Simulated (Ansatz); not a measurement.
Space group P-62m (No. 189). a = 5.776 Å, b = 5.776 Å, c = 5.084 Å, α = 90.00°, β = 90.00°, γ = 120.00°
| atom | site | symmetry | x | y | z |
| --- | --- | --- | --- | --- | --- |
| Y | 1b | -62m | 0.0000 | 0.0000 | 0.5000 |
| Mg | 3f | m2m | 0.0000 | 0.6170 | 0.0000 |
| Mg | 2d | -6.. | 0.6667 | 0.3333 | 0.5000 |

Equation of state of this YMg$_{5}$ structure (not necessarily the ground state), with shape and atoms relaxed at each volume where symmetry leaves them free. It has no gap at any of these volumes. Method: Ansatz, DFT r2SCAN, scalar-relativistic, plane waves, PAW.

Cutoff 500 eV; k points 9×9×8 on the computed 6-atom cell (Γ-centred); Gaussian smearing, width 0.10 eV; no spin polarisation.

| V (Å³/atom) | E − E(largest V) (meV/atom) | P (GPa) |
| --- | --- | --- |
| 23.008 | 2.00 | 2.78 |
| 23.743 | -7.20 | 1.31 |
| 24.477 | -10.11 | 0.00 |
| 25.211 | -7.42 | -1.13 |
| 25.946 | 0.00 | -2.10 |

**Question.** Fit a third-order Birch–Murnaghan equation to E(V).

**Answer.** V0 = 24.47 Å³/atom, B0 = 40 GPa, B0' = 3.7.